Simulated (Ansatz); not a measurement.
CrO₂ (rutile)

```xyz
6
Lattice="4.4446 0.0000 0.0000 0.0000 4.4446 0.0000 0.0000 0.0000 2.9209" Properties=species:S:1:pos:R:3 pbc="T T T"
Cr     0.0000     0.0000     0.0000
Cr     2.2223     2.2223     1.4604
O      1.3493     1.3493     0.0000
O      3.5715     0.8730     1.4604
O      0.8730     3.5715     1.4604
O      3.0953     3.0953     0.0000
```

Two coordinates are scanned: the volume, and the ratio of the stretch along z (the conventional c axis) to the stretch across it. Atoms keep their fractional coordinates.

All values below come from PBE (plane waves to 420 eV, PAW, scalar-relativistic; Ansatz, a quantum-chemistry and plane-wave program). k mesh 11×11×16 (Γ-centred), Fermi-Dirac smearing 0.05 eV. Compression counts positive. As the atoms are clamped, bonds stretch with the cell, which overstates energies and stresses. With partly filled bands, the response to shear is sensitive to the k mesh, so small differences along c/a are uncertain. CrO2 is run spin-polarised and with no Hubbard U. CrO2 was relaxed with its symmetry unable to fall. Relaxed CrO2 ends ferromagnetic. Other magnetic orders were not checked, so this need not be the ground state.

At one point of the scan the stress tensor (GPa) is:

```
  -14.5      0.0      0.0
    0.0    -14.5      0.0
    0.0      0.0    -17.6
```

Task: Which point is it?
A) V/V₀ = 1.040, (c/a)/(c/a)₀ = 0.960
B) V/V₀ = 1.080, (c/a)/(c/a)₀ = 1.000
C) V/V₀ = 1.080, (c/a)/(c/a)₀ = 1.080
D) V/V₀ = 1.040, (c/a)/(c/a)₀ = 1.040

Result: B, V/V₀ = 1.080, (c/a)/(c/a)₀ = 1.000

(A scan under strain: stresses follow from slopes of the energy per volume, elastic moduli from its curvatures.)
